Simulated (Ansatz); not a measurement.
BP (zinc blende, F-43m), a = b = c = 4.536 Å, α = β = γ = 90.00°; the cell used has 2 atoms.

Relaxed with r²SCAN. The program Ansatz at the r²SCAN level (PAW) gives a gap of 1.41 eV.

Q: What gap does HSE06 give on the same cell (Ansatz, PAW)?

A: 1.96 eV, 0.55 eV more. The hybrid was solved on a coarser mesh and at special points; its gap is the smallest among all of these.

| k | v1 r²SCAN | c1 r²SCAN | v1 HSE06 | c1 HSE06 |
|---|---|---|---|---|
| Γ | 0.00 | 3.60 | ___ | ___ |
| X | -4.36 | 1.50 | -4.53 | 2.06 |
| L | -1.87 | 4.11 | ___ | ___ |
| W | -5.74 | 5.74 | ___ | ___ |
| K | -3.72 | 2.37 | ___ | ___ |

Q: Top valence (v1) and lowest conduction level (c1) in eV from each method's valence maximum (which need not be a listed point): supply the withheld HSE06 values.

A: 
- Γ, v1 HSE06: 0.00
- Γ, c1 HSE06: 4.34
- W, v1 HSE06: -5.98
- W, c1 HSE06: 6.32
- L, v1 HSE06: -1.93
- L, c1 HSE06: 4.74
- K, v1 HSE06: -3.85
- K, c1 HSE06: 2.93

Cost on shared cores: the r²SCAN run (SCF on a 10×10×10 mesh, then bands and DOS) about 14 core-seconds (a rough figure), the HSE06 run (SCF on 8×8×8, then a few points) about 50 core-seconds (a rough figure); the tasks are unlike.

Symmetry was held in the r²SCAN relaxation; phonons on a q-mesh show no instability. The volume moved by 17 % from the start of the relaxation.

Potentials: the later of the program's two PAW sets.
